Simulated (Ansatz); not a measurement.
Relaxed Al2Au (fluorite type, space group Fm-3m):

```xyz
6
Lattice="0.0000 6.0599 6.0599 3.0300 0.0000 3.0300 3.0300 3.0300 0.0000" Properties=species:S:1:pos:R:3 pbc="T T T"
Al     1.5150     1.5150     1.5150
Al     1.5150     4.5449     4.5449
Al     4.5449     4.5449     4.5449
Al     4.5449     7.5749     7.5749
Au     0.0000     0.0000     0.0000
Au     3.0300     6.0599     3.0300
```

The atoms are displaced by Q × the pattern below (from a DFPT mode at L = (0.5, 0.0, 0.0), largest move 1; Q in Å), at fixed cell. It is one choice among 2 degenerate patterns. (q is in reciprocal vectors of the primitive cell; the cell shown is doubled to hold the pattern.)

```csv
atom,x,y,z
Al1,-0.204,0.371,-0.575
Al2,0.204,-0.371,0.575
Al3,0.204,-0.371,0.575
Al4,-0.204,0.371,-0.575
Au5,-0.285,0.520,-0.805
Au6,0.285,-0.520,0.805
```

The numbers are results of PBE (plane waves to 420 eV, PAW, scalar-relativistic; Ansatz, a first-principles code), not measurements. k mesh 13×13×13 (Γ-centred), Fermi-Dirac smearing 0.05 eV. The energy includes the smearing's −TS. With partly filled bands, energies and forces of such displacements shift with the k mesh and the smearing. Al2Au was relaxed with its symmetry unable to fall. Spin-orbit coupling is left out, though Au is heavy. The zero of ΔE is the undisplaced structure. The last digit holds for this mesh only.

```csv
Q (Å),ΔE (meV/cell)
-0.180,85.2
-0.150,59.5
-0.120,38.2
-0.090,withheld
-0.060,9.6
-0.030,2.4
0.000,0.0
0.030,2.4
0.060,9.6
0.090,withheld
0.120,38.2
0.150,59.5
0.180,85.2
```

Problem. Fit an even polynomial form (powers 2, 4) to the given rows and predict ΔE at Q = 0.090.

Solution. Least squares on the 11 given rows: ΔE = (2674)·Q² + (-1347)·Q⁴, in meV/cell with Q in Å; root-mean-square residual 0.02 meV/cell. At 0.090 the fit gives 21.6 meV/cell; the calculation gives 21.6 meV/cell, the same to the digits shown. The quadratic term alone would give 21.7 meV/cell.

(A displaced cell: forces are minus the slopes of the energy, force constants its curvatures, and phonons follow from these.)
